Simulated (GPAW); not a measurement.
Moving the dispersion correction in HfIn4SiO6

Space group P312 (No. 149). a = 5.277 Å, b = 5.277 Å, c = 10.559 Å, α = 90.00°, β = 90.00°, γ = 120.00°
```
atom  site  symmetry       x       y       z
  Hf    1a       3.2  0.0000  0.0000  0.0000
  In    2h       3..  0.3333  0.6667  0.3045
  In    2i       3..  0.6667  0.3333  0.7892
  Si    1c       3.2  0.3333  0.6667  0.0000
   O    6l         1  0.3063  0.3716  0.8997
```

The cell comes from a database or a generator and needn't be the stable form of this composition.

Kept alike: task single point; functional PBE; k mesh 3 × 3 × 2; occupations fermi-dirac, width 0.05 eV; no spin polarisation. Program: GPAW, GPAW PAW data sets (gpaw-data 1.2.1), cutoff 800 eV. The mesh is that of the run's cell of 12 atoms. No spin-orbit coupling.

| dispersion correction | pressure (GPa) |
| --- | --- |
| D3(zero) | -0.74 |
| D3(BJ) | -1.21 |
| D4 | -1.29 |
| none | 0.10 |

The k mesh is coarse, so the values aren't converged. Pressure is positive in compression; the values hold the error of the finite cutoff, so their zero can differ a little from the energy's minimum.

Question: What does the dispersion correction change here?

Answer: The pressure runs from -1.29 (D4) to 0.10 GPa (none). Dispersion terms mostly attract, so at fixed cell they lower the pressure.
